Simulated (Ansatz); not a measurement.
This run works on a generated trial structure, not on a known crystal.

Input and command of a plane-wave DFT calculation in Ansatz:

```yaml
crystal:
  lattice:
    - [4.18560904, 0.0, 0.0]
    - [0.0, 4.18560904, 0.0]
    - [0.0, 0.0, 5.8517089]
  atoms:
    - { symbol: Al, position: [0.5, 0.5, 0.50780913] }
    - { symbol: In, position: [0.5, 0.0, 0.75533617] }
    - { symbol: In, position: [0.0, 0.5, 0.75533617] }
    - { symbol: B, position: [0.0, 0.0, 0.27959072] }
    - { symbol: B, position: [0.0, 0.0, 0.06923863] }
    - { symbol: As, position: [0.0, 0.0, 0.61863097] }
basis:
  ecutwfc: 420
kpoints:
  mp_grid: { grid: [4, 4, 3] }
hamiltonian:
  xc: pbe
scf:
  occupations: { method: gaussian, width: 0.2 }
  lower_state_search: "off"
output:
  forces: true
  stress: true
  eigenvalues: true
relax:
  adjacent_minimum: "off"
  f_tol: 0.08
  max_steps: 16
  cell: { stress_tol: 0.8 }
```

```bash
ansatz run input.yaml --threads 1 --pin off --max-ram 2560MiB --backend cpu --events-out ev --progress --plain --runs-dir out
```

Processor: Arm Neoverse V1, 1 thread, on a host shared with other jobs.

Q: How long does it run, and how much memory does it take?

A: About 63 s, peak memory 0.38 GiB. It solves 31 bands at 12 k points (after reduction by symmetry) with about 2559 plane waves (on the last cell), in 79 SCF iterations over 12 ionic steps.
